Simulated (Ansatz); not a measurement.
## GaAs: zone-centre modes under pressure

GaAs, F-43m, a = 5.603 Å. Ansatz: LDA, PAW, 420 eV, Γ-centred 12×12×12 mesh on 2 atoms, fixed occupations; no spin polarisation. Cell and atoms are relaxed at each pressure with the symmetry kept; optical modes at Γ by linear response, in cm⁻¹, the highest, without the LO field. The real crystal is known to change phase within this range, so the rows at high pressure are metastable.

```tsv
P (GPa)	V (Å³/atom)	ω1
0	21.989	268.7
7	20.328	295.5
18	18.632	327.6
35	16.944	?
```

Task: Get the mode's Grüneisen parameter γ = −d ln ω/d ln V from the other rows and predict the missing frequency.

Result: ln(V/V0) = 0.0000, -0.0785, -0.1657, -0.2606; a line through ln(ω/ω0) of the 3 known rows gives ω1: γ = 1.196 (intercept 0.0004), predicted 367.1, computed 366.1. The miss is 0.3 %, or 1 % of the shift under pressure, so a constant γ serves at that level.